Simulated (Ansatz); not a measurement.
NbRu:
```
CELL_PARAMETERS angstrom
      1.60992    -2.28080     0.00000
      1.60992     2.28080     0.00000
      0.00000     0.00000     4.20018
ATOMIC_POSITIONS crystal
  Nb 0.00000 0.00000 0.00000
  Ru 0.50000 0.50000 0.50000
```

Relaxed with PBEsol. Special points in fractions of this cell's reciprocal vectors: Γ (0.000, 0.000, 0.000); Y (-0.500, 0.500, 0.000); C0 (-0.375, 0.625, 0.000); Σ0 (0.375, 0.375, 0.000); Z (0.000, 0.000, 0.500); A0 (0.375, 0.375, 0.500); E0 (-0.375, 0.625, 0.500); T (-0.500, 0.500, 0.500); S (0.000, 0.500, 0.000); R (0.000, 0.500, 0.500).

Question: List the band energies nearest the Fermi level at these points for the program Ansatz at the PBEsol level (PAW).

Answer: In eV from the Fermi level; about four levels below and three above (degenerate sets whole), none deeper than 8.9 eV; … stands for higher levels left out; points with the same levels are listed once.

```tsv
k	below	above
Γ	-2.56 -1.68 -0.75 -0.21	0.72 2.62 2.95
Y	-5.57 -5.39 -5.35 -4.12	1.17 1.38 1.62
C0	-4.66 -4.23 -3.77 -1.36	1.49 1.50 2.01
Z	-0.92 -0.68 -0.36 -0.34	2.02 2.17 …
A0	-3.29 -3.24 -3.02 -2.47	1.06 1.25 2.90
T	-3.11 -2.05 -1.13 -0.08	1.42 1.61 5.79
S	-2.39 -2.27 -1.60 -0.67	0.19 2.41 3.67
R	-5.22 -3.67 -3.23 -0.14	0.56 1.18 2.06
```

Space group Cmmm. The workflow started from a Materials Project entry (that database holds measured and hypothetical structures alike); the Crystallography Open Database copy checked does not list it. COD files the formula under space group No. 123, 221. With Nb and Ru taken as one species the cell has the higher symmetry I4/mmm, so it may be an ordered model of a mixed-site phase. Whether it is the stable phase at ambient conditions was not checked. The cell was relaxed with PBEsol under the symmetry of its start; whether a distortion lowers the energy is not shown. The run is not spin-polarised. Scalar-relativistic: spin–orbit coupling is off unless named, which matters more the heavier the elements.

Potentials: the later of the program's two PAW sets.
